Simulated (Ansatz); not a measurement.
Consider the following.

BeCdO$_{2}$:
```xyz
4
Lattice="3.0502 0.0000 0.0000 -1.5251 2.6416 0.0000 0.0000 0.0000 5.4442" Properties=species:S:1:pos:R:3 pbc="T T T"
Cd     0.0000     1.7610     0.1459
O      0.0000     1.7610     2.2873
Be     1.5251     0.8805     2.8288
O      1.5251     0.8805     4.3743
```

This is the r²SCAN-relaxed structure. x, y and z are the axes in which the lattice vectors are written.

All from r²SCAN in the plane-wave PAW code Ansatz, unless another level is named. Predict the gap with spin–orbit coupling.

1.26 eV.

What about the HSE06 gap on the r²SCAN cell?

2.25 eV.

Give the formation energy from the elements (no fitted shifts).

-165 kJ/mol of atoms.

What about the hole effective mass, band 1 of 2 at the edge?

12 along x, 3.6 along z (mₑ).

Space group P3m1. The start of the workflow was typed in or built on a structure type; neither database checked (COD, Materials Project) lists it. Its standing as an ambient phase is unchecked. Symmetry was held in the r²SCAN relaxation; its stability against distortions is not shown here. The references are the lowest solids computed at this level, not always the standard phases (solids in place of the gases). Spin–orbit coupling is left out wherever it is not named.

Potentials: the earlier of the program's two PAW sets. The files were generated under PBE; for other functionals the program regenerates the frozen cores, and for LDA and PBEsol the local potential too.
